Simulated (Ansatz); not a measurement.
# What DFT gives for Rb₄Sn₂Au₇

```yaml
crystal:
  lattice:
    - [6.80832, 0.00000, 0.00000]
    - [-3.40416, 5.89618, 0.00000]
    - [-3.40416, 1.96539, 9.69353]
  atoms:
    - { symbol: Au, position: [0.78747, 0.21253, 0.77031] }
    - { symbol: Au, position: [0.78747, 0.80463, 0.77031] }
    - { symbol: Au, position: [0.19537, 0.21253, 0.77031] }
    - { symbol: Au, position: [0.21253, 0.78747, 0.22969] }
    - { symbol: Au, position: [0.80463, 0.78747, 0.22969] }
    - { symbol: Au, position: [0.21253, 0.19537, 0.22969] }
    - { symbol: Au, position: [0.00000, 0.00000, 0.00000] }
    - { symbol: Sn, position: [0.45008, 0.54992, 0.35024] }
    - { symbol: Sn, position: [0.54992, 0.45008, 0.64976] }
    - { symbol: Rb, position: [0.18684, 0.81316, 0.56052] }
    - { symbol: Rb, position: [0.81316, 0.18684, 0.43948] }
    - { symbol: Rb, position: [0.31482, 0.68518, 0.94446] }
    - { symbol: Rb, position: [0.68518, 0.31482, 0.05554] }
```

Method: r2SCAN, no spin polarisation; PAW, plane waves to 500 eV, 5×5×5 Γ-centred mesh, cold occupations (width 0.0118 eV) (Ansatz 0.2.0), atoms fixed.

Problem. Describe some of the short contacts.

Solution. Au–Sn at 2.60 Å: least valence density 0.48 e/Å³ and ELF 0.42 there. Au–Au at 2.74 Å: least valence density 0.38 e/Å³ and ELF 0.25 there. Sn–Sn at 2.90 Å: least valence density 0.31 e/Å³ and ELF 0.62 there. These are pseudo-fields; inside the PAW spheres they differ from the all-electron ones.

Problem. Where is the largest force?

Solution. The largest is on Sn8 (and as large on other atoms): 0.12 eV/Å, components (0.00, 0.00, 0.12). It makes 117° with the line to a nearest neighbour, Au5 at 2.60 Å.

Problem. Is the cell too large or too small?

Solution. The pressure is 0.8 GPa (compression positive), so with the atoms held at these fractions the cell would first expand.

Problem. How is the charge shared?

Solution. Bader charges in e: Rb +0.79, Sn +0.35, Au -0.59 to -0.32. In the mean Rb gives up most and Au takes most.

Problem. Is there a gap?

Solution. It is a metal, with about 3.2 states/eV a cell as the mean within 0.25 eV of the Fermi level, mostly Rb s (25 %), Sn p (22 %) and Au s (15 %).

Problem. Is it stable against the elements?

Solution. -0.39 eV an atom against the elements' usual phases (free molecules for gases, crystals otherwise, with no correction for O₂ or N₂), so it is bound against them; other compounds may still compete. Relaxing would lower it.

Origin: a known structure type with other elements, at an estimated volume, so it need not be a known compound.
